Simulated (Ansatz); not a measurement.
Q: Name crystals whose computed values (plane-wave PAW r²SCAN (Ansatz code)) fall in these windows: B₀ by P(V) fit (GPa) 110 to 140; gap (eV) 3.6 to 4.5.

A: 

```json
[
 {"crystal": "Ba2HfO4, I4/mmm (Ba on 4e, Hf on 2a, O on 4c, O on 4e)", "B₀ by P(V) fit (GPa)": "117", "gap (eV)": "3.84"},
 {"crystal": "Ba2LaTaO6, C2/m (Pearson symbol mS20)", "B₀ by P(V) fit (GPa)": "130", "gap (eV)": "4.13"},
 {"crystal": "La2O3, La2O3 or Ni2Al3 type", "B₀ by P(V) fit (GPa)": "116", "gap (eV)": "4.23"},
 {"crystal": "MgO, P6_3mc (Mg on 2b, Mg on 2a, O on 2b, O on 2a)", "B₀ by P(V) fit (GPa)": "125", "gap (eV)": "4.31"},
 {"crystal": "MgO, P6_3/mmc (Mg on 2c, O on 2d)", "B₀ by P(V) fit (GPa)": "137", "gap (eV)": "4.09"}
]
```
Others may fit too.

Not the usual ambient phase: MgO, P6_3mc (Mg on 2b, Mg on 2a, O on 2b, O on 2a); MgO, P6_3/mmc (Mg on 2c, O on 2d). Standing as an ambient phase not checked: Ba2HfO4, I4/mmm (Ba on 4e, Hf on 2a, O on 4c, O on 4e); Ba2LaTaO6, C2/m (Pearson symbol mS20). All cells were relaxed under the symmetry of their starts (and spin orders); stability against distortions was not tested throughout. Rows with no word on spin ran without spin polarisation. Scalar-relativistic: spin–orbit coupling is off unless named, which matters more the heavier the elements.

Potentials: the later of the program's two PAW sets.
